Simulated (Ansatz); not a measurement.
Consider the following.

BeSe:
```
CELL_PARAMETERS angstrom
      4.53787     0.00000     0.00000
      0.00000     4.53787     0.00000
      0.00000     0.00000     4.18638
ATOMIC_POSITIONS crystal
  Be 0.50000 0.00000 0.04549
  Be 0.00000 0.50000 0.95451
  Se 0.00000 0.00000 0.00000
  Se 0.50000 0.50000 0.00000
```

This is the LDA-relaxed structure.

Q: All from plane-wave PAW LDA (Ansatz code), unless another level is named. Estimate the electronic character.

A: metallic (no gap).

Q: What about the formation energy from the elements (no fitted shifts)?

A: 0.052 eV/atom.

Q: What about the density of states at the Fermi level?

A: 0.19 states/eV per atom (mean over ±0.08 eV).

Space group P4/nmm. A made-up cell: these elements were put on the sites of a structure type; neither database checked (COD, Materials Project) lists it. COD files the formula under space group No. 216, so this cell is another polymorph or a model. Whether it is the stable phase at ambient conditions was not checked. The cell was relaxed with LDA under the symmetry of its start. At this level the phase is dynamically unstable (imaginary phonons). A crystal of weakly bound layers computed without a dispersion correction: the cell and the soft elastic constants depend strongly on that. The references are the lowest solids computed at this level, not always the standard phases. Spin–orbit coupling is left out wherever it is not named.

Potentials: the later of the program's two PAW sets.
